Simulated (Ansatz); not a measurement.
Si:
```
Si
1.0
    0.00000     2.72217     2.72217
    2.72217     0.00000     2.72217
    2.72217     2.72217     0.00000
Si
2
Direct
  0.50000   0.50000   0.50000
  0.75000   0.75000   0.75000
```

Relaxed with r²SCAN. The program Ansatz at the r²SCAN level (PAW) gives a gap of 0.77 eV.

Question: What gap does HSE06 give on the same cell (Ansatz, PAW)?

Answer: 1.14 eV, 0.37 eV more. The hybrid was solved on a coarser mesh and at special points; its gap is the smallest among all of these.

| k | v1 r²SCAN | c1 r²SCAN | v1 HSE06 | c1 HSE06 |
|---|---|---|---|---|
| Γ | 0.00 | 2.74 | ? | ? |
| X | -3.00 | 0.92 | -3.12 | 1.29 |
| L | -1.27 | 1.84 | ? | ? |
| W | -4.00 | 4.59 | ? | ? |
| K | -2.55 | 1.43 | ? | ? |

Question: Top valence (v1) and lowest conduction level (c1) in eV from each method's valence maximum (which need not be a listed point): supply the withheld HSE06 values.

Answer: 
- W, v1 HSE06: -4.17
- W, c1 HSE06: 5.03
- Γ, v1 HSE06: 0.00
- Γ, c1 HSE06: 3.31
- K, v1 HSE06: -2.64
- K, c1 HSE06: 1.82
- L, v1 HSE06: -1.31
- L, c1 HSE06: 2.20

Cost on shared cores: the r²SCAN run (SCF on a 9×9×9 mesh, then bands and DOS) around 15 core-seconds (rough), the HSE06 run (SCF on 7×7×7, then a few points) around 100 core-seconds (rough); the tasks are unlike.

Space group Fd-3m (diamond). Symmetry was held in the r²SCAN relaxation; phonons on a q-mesh show no instability.

Potentials: the later of the program's two PAW sets.
